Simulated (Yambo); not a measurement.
G0W0@PBEsol for Ag$_{2}$S (space group Cmc2_1, No. 36) in Yambo (4×4×2 mesh, 6 Ry block, plasmon pole, screening fixed), without a terminator:

```
bands N in G  gap (0, -0.5, 0) → Γ (eV)  shift of the valence edge (eV)
------------  -------------------------  ------------------------------
78                                2.013                           0.163
113                               1.951                          -0.086
159                               1.971                          -0.243
```

### Question
Extrapolate both columns to infinite N with E(N) = E∞ + A/N, test the form, and compare with the terminator.

### Answer
From two points, E∞ = (N2 E2 − N1 E1)/(N2 − N1). The two largest N give 2.02 eV for the gap and -0.63 eV for the shift; the two smallest give 1.81 eV and -0.64 eV. For the gap the slopes A are 16 and -7.8 eV: the form isn't reached, and its limit is uncertain. For the shift the slopes A are 63 and 61 eV: the 1/N form holds. With the Bruneval-Gonze terminator and 159 bands the run gives 2.06 eV and -0.45 eV, 0.04 eV and 0.18 eV from the extrapolated values: the terminator too is an estimate of the remainder. Block, mesh and the bands in W are held fixed.

Spin-orbit coupling is not included.

Geometry of the Materials Project entry, not relaxed at this level; primitive cell a = 4.265 Å, b = 4.265 Å, c = 7.589 Å, α = 90.00°, β = 90.00°, γ = 111.83°.

The structure is a Materials Project entry; no match was found in the copy of COD used, and its stability was not checked.

A shift is the quasiparticle energy of the state minus its PBEsol energy.
